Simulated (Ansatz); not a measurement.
Cl (fcc (Cu type), Fm-3m) under volume change, DFT-PBE in the program Ansatz with PAW potentials, scaled uniformly.

| V (Å³/atom) | E − E(relaxed) (meV/atom) | P (GPa) |
|---|---|---|
| 19.267 | 20.4 | 3.78 |
| 19.903 | 8.5 | 2.28 |
| 20.538 | 2.0 | 1.03 |
| 21.173 | 0.0 | 0.00 |
| 21.808 | 1.7 | -0.85 |
| 22.443 | 6.6 | -1.55 |
| 23.079 | 13.9 | -2.13 |

**Question.** What does a third-order Birch–Murnaghan fit give for V₀, B₀ and B′?

**Answer.** V₀ = 21.17 Å³/atom, B₀ = 31.2 GPa, B′ = 5.3.

The cell is a constructed one: a structure type filled with these elements; neither database checked (COD, Materials Project) lists it. It is not the usual solid phase (space group No. 64). The cell was relaxed with PBE under the symmetry of its start; whether a distortion lowers the energy is not shown. The substance is a gas or liquid at ambient conditions.

Potentials: the later of the program's two PAW sets.
